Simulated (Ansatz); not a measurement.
# Ti at 15 GPa (stress–strain coefficients): relaxed-ion elastic tensor

Theory: DFT LDA, scalar-relativistic, plane waves, PAW (Ansatz). Settings: 420 eV plane-wave cutoff, Γ-centred 18×18×10 mesh, Fermi-Dirac smearing of 0.15 eV. No spin polarisation.

The cell, relaxed at 15 GPa:
```
Ti
1.0
     2.76418    0.00000    0.00000
    -1.38209    2.39385    0.00000
     0.00000    0.00000    4.41245
Ti
2
Direct
  0.33333 0.66667 0.25000
  0.66667 0.33333 0.75000
```

In a metal, frequencies and elastic constants depend on the k mesh and the smearing, soft modes and shear constants most.

**Question.** Give the relaxed-ion elastic constants (GPa, Voigt order xx yy zz yz xz xy, on the axes of the cell above).

**Answer.**
C11 = 168.5, C12 = 203.9, C13 = 138.6, C22 = 168.5, C23 = 138.6, C33 = 261.8, C44 = 25.7, C55 = 25.7, C66 = -17.7 GPa; the others vanish.

**Question.** Is the crystal stable against homogeneous strain?

**Answer.** No: the tensor has an eigenvalue of -35.4 GPa, so some strain lowers the energy.